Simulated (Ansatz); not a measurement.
**A run on SiC**

```yaml
crystal:
  lattice:
    - [3.0735139282, 0.0, 0.0]
    - [-1.5367569641, 2.6617411407, 0.0]
    - [0.0, 0.0, 5.04524771]
  atoms:
    - { symbol: Si, position: [0.3333333333, 0.6666666667, 0.4996024] }
    - { symbol: Si, position: [0.6666666667, 0.3333333333, 0.9996024] }
    - { symbol: C, position: [0.3333333333, 0.6666666667, 0.8753976] }
    - { symbol: C, position: [0.6666666667, 0.3333333333, 0.3753976] }
kpoints:
  mp_grid: { grid: [10, 10, 6] }
scf:
  occupations: { method: fermi_dirac, width: 0.3 }
  n_extra_bands: 0
  max_iter: 50
hamiltonian:
  xc: pbe
  pseudopotentials: { kind: paw }
output:
  forces: true
  stress: true
  populations: true
  efg: { contact_densities: true }
```

```sh
ansatz run input.yaml --threads 1 --pin off --max-ram 2560MiB --backend cpu --events-out ev --progress --plain --runs-dir out
```

(1) Does this calculation finish, and if not, why?

Results:

(1) The program refused the input. The input holds no extra empty bands under a smearing of 0.3 eV. The program says:

```
Error: inconsistent input (scf.n_extra_bands, scf.occupations.method): n_bands = 8 leaves no empty band above the 8 bands per channel that the deck's 16 electrons occupy, and the occupations search for the Fermi level (a smearing at a finite width, or tetrahedra): a level found among occupied bands alone can fill a metal as an insulator; raise scf.n_extra_bands until at least 9 bands are solved (omitted, it auto-derives to 13) (see scf.n_extra_bands in the input reference)
```

Against a sound input the change was `scf.n_extra_bands`: not typed → 0; `scf.occupations`: {method: fermi_dirac, width: 0.02} → {method: fermi_dirac, width: 0.3}; `scf.max_iter`: not typed → 50.

With the sound settings the run converges and gives V_zz (10²¹ V/m²) Si 0.32 (η 0.00), C 0.20 (η 0.00).
